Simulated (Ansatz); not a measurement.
W$_{2}$C:
```
W2C
1.0
    3.06095     0.00000     0.00000
   -1.53048     2.65086     0.00000
    0.00000     0.00000     4.67901
C W
1 2
Cartesian
  0.00000   0.00000   0.00000
  0.00000   1.76724   1.18572
  1.53048   0.88362   3.49329
```

Relaxed with PBE.

Problem. List the phonon frequencies at the special points (DFPT on a 4×4×2 q-mesh, Fourier-interpolated; the program Ansatz at the PBE level (PAW)).

Solution. In cm⁻¹; no LO–TO term at Γ, as the run had none.

```
q                          frequencies
-  -----------------------------------
Γ        0 0 0 123 123 215 618 624 624
M  106 119 126 128 147 167 581 627 674
K  111 111 131 156 156 181 572 675 675
A    67 67 126 128 128 172 615 625 625
L  105 110 122 129 160 171 579 628 687
H  121 121 139 139 140 184 569 671 671
```

Space group P-3m1. The PBE relaxation kept the symmetry of its start. The run is not spin-polarised. As this level gives no gap, phonon frequencies hold no LO–TO term and depend on the k-mesh and smearing (Fermi–Dirac, 0.1 eV here). Spin–orbit coupling is left out wherever it is not named.

Potentials: the later of the program's two PAW sets.
